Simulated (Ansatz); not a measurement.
ZnS (zinc blende, space group No. 216), a = b = c = 5.3890 Å, α = β = γ = 90.00°; the cell used has 2 atoms.

Relaxed with r²SCAN.

Q: Tabulate the valence density and the electron localisation function along the shortest S–Zn contact (2.33 Å), the program Ansatz at the r²SCAN level (PAW).

A: 

```
distance from S (Å)  density (e/Å³)   ELF
-------------------  --------------  ----
0.23                           0.42  0.06
0.35                           0.82  0.31
0.47                           1.12  0.64
0.58                           1.23  0.82
0.70                           1.16  0.88
0.82                           0.98  0.90
0.93                           0.79  0.88
1.05                           0.63  0.80
1.17                           0.52  0.58
1.28                           0.48  0.33
1.40                           0.52  0.21
1.52                           0.69  0.16
1.63                           1.12  0.12
1.75                           2.24  0.06
1.87                           5.33  0.02
1.98                          12.67  0.00
2.10                          25.45  0.00
```

The density is the valence pseudo-density with augmentation charge, so density and ELF within about 1 Å of a nucleus are not all-electron values.

Space group F-43m (zinc blende). Symmetry was held in the r²SCAN relaxation; phonons on a q-mesh show no instability.

Potentials: the later of the program's two PAW sets.
